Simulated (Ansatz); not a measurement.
## Hf: from a starting cell to a relaxed one

The start is a generated cell, Hf built in the omega structure type. The cell and all atomic positions are relaxed at zero pressure with r2SCAN (plane waves to 500 eV, PAW, scalar-relativistic; Ansatz, a program for electronic structure). First-step values are on the input's coarse k-mesh.

Ansatz input (later rounds restart from its end on a renewed k-mesh):
Ansatz 0.2 input:
```yaml
crystal:
  lattice:
    - [5.0208239, 0, 0]
    - [-2.510412, 4.3481611, 0]
    - [0, 0, 3.053746]
  atoms:
    - { symbol: Hf, position: [0, 0, 0] }
    - { symbol: Hf, position: [0.33333333, 0.66666667, 0.5] }
    - { symbol: Hf, position: [0.66666667, 0.33333333, 0.5] }
basis: { ecutwfc: 500, ecutrho_ratio: 4, xc_grid: 4, fft_grid_basis: typed }
kpoints: { mp_grid: { grid: [8, 8, 11] } }
hamiltonian:
  xc: r2scan
  dispersion: none
  pseudopotentials: { azcp: { folder: ./paw }, kind: paw }
scf: { occupations: { method: fermi_dirac, width: 0.05 } }
relax: { f_tol: 0.01, max_steps: 100, cell: { stress_tol: 0.02 } }
output: { forces: true, stress: true }
```

| Property | Result |
|---|---|
| Outcome | The space group stays P6/mmm (No. 191) (the run could not lower it), with 3 atoms in the primitive cell |
| Volume change | -0.7 %, from 22.22 to 22.06 Å³/atom |
| Shortest distances (start → end) | The closest pairs of elements (up to four, under 3.6 Å), start → end: Hf–Hf 2.90 → 2.87 Å |
| Band gap at the end | zero (metallic) |
| Optimiser moves | 5 |

Final structure:

Space group P6/mmm (No. 191); a = b = 4.973 Å, c = 3.090 Å, α = β = 90.00°, γ = 120.00°

```tsv
atom	site	symmetry	x	y	z
Hf	1a	6/mmm	0.0000	0.0000	0.0000
Hf	2d	-6m2	0.3333	0.6667	0.5000
```

Final values are on a 11×11×15 k-mesh of the relaxed cell. No spin polarisation in the result.

The run could not lose the symmetry of its start: the end is stationary, and may be a saddle point rather than a minimum.

All atoms sit on sites fixed by symmetry, so only the cell could relax.

The relaxed structure here is a generated cell of Hf: the first start was made by placing the elements on the sites of a structure type, and the end was not matched to a known phase here, so it may be hypothetical. Known forms of Hf include space group No. 194.
